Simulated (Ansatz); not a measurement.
This run works on a generated trial structure, not on a known crystal.

Input and command of a plane-wave DFT calculation in Ansatz:

```yaml
crystal:
  lattice:
    - [2.62692493, -4.10416898, 0.0]
    - [2.62692493, 4.10416898, 0.0]
    - [0.0, 0.0, 7.16786571]
  atoms:
    - { symbol: Yb, position: [0.0, 0.5, 0.72083973] }
    - { symbol: Yb, position: [0.5, 0.0, 0.27916027] }
    - { symbol: Yb, position: [0.0, 0.5, 0.27916027] }
    - { symbol: Yb, position: [0.5, 0.0, 0.72083973] }
    - { symbol: Sc, position: [0.5, 0.5, 0.0] }
    - { symbol: Tl, position: [0.0, 0.0, 0.5] }
basis:
  ecutwfc: 420
kpoints:
  mp_grid: { grid: [4, 4, 3] }
hamiltonian:
  xc: pbe
scf:
  occupations: { method: gaussian, width: 0.2 }
  lower_state_search: "off"
output:
  forces: true
  stress: true
  eigenvalues: true
relax:
  adjacent_minimum: "off"
  f_tol: 0.08
  max_steps: 16
  cell: { stress_tol: 0.8 }
```

```bash
ansatz run input.yaml --threads 1 --pin off --max-ram 2560MiB --backend cpu --events-out ev --progress --plain --runs-dir out
```

Processor: Arm Neoverse V1, 1 thread, on a host shared with other jobs.

Estimate time, memory and problem size.

About 5.4 min, peak memory 0.58 GiB. It solves 72 bands at 14 k points (after reduction by symmetry) with about 4321 plane waves (on the last cell), in 165 SCF iterations over 14 ionic steps.
